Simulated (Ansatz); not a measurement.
Ca (fcc (Cu type), Fm-3m) at seven volumes, the program Ansatz at the PBEsol level (PAW), scaled uniformly. One row is withheld.

```csv
V (Å³/atom),P (GPa)
36.932,1.94
38.149,?
39.367,0.57
40.584,0.00
41.802,-0.51
43.019,-0.96
44.237,-1.35
```

Question: Fit the shown pressures and predict the withheld one.

Answer: P = (3/2)B₀(x^(7/2) − x^(5/2))[1 + (3/4)(B′ − 4)(x − 1)] with x = (V₀/V)^(2/3). Least squares on the six rows gives V₀ = 40.579 Å³/atom, B₀ = 17.9 GPa, B′ = 3.03. At V = 38.149, x = 1.0420 and P = 1.21 GPa. The run itself gave 1.22 GPa.

The cell was relaxed with PBEsol under the symmetry of its start.

Potentials: the later of the program's two PAW sets.
